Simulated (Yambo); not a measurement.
TlBr (rock salt, space group Fm-3m, No. 225); a = 4.7264 Å, b = 4.7264 Å, c = 4.7264 Å, α = 60.00°, β = 60.00°, γ = 60.00°. With the G0W0 scissor the direct gap on the mesh is 3.43 eV.

**Question.** Can the lowest exciton of this BSE run be trusted, and with what binding energy? (Yambo, LDA bands; 6×6×6 mesh, 4 valence and 6 conduction bands, static screening with 37 bands and a 4 Ry block, scissor 1.47 eV, Tamm-Dancoff.)

**Answer.** No. The lowest state covers only about 4 of the 216 k points, so the mesh doesn't resolve it: its energy and its distance from the direct gap are mesh artefacts. An extended exciton needs a far denser mesh. The scissor comes from a G0W0 run whose convergence isn't established. Spin-orbit coupling is left out; with 6p states at a band edge it can lower the gap by many tenths of an eV, most of a small gap.

The standard potential for Tl keeps a d shell in the valence without the s and p states of that shell. In tests on such compounds this moved G0W0 gaps by up to about 0.9 eV, so absolute quasiparticle energies here are unreliable; differences between settings are what counts.

Geometry of the Materials Project entry, not relaxed at this level.

This is not the ordinary phase of the substance; no match was found in the copy of COD used, and its stability was not checked.
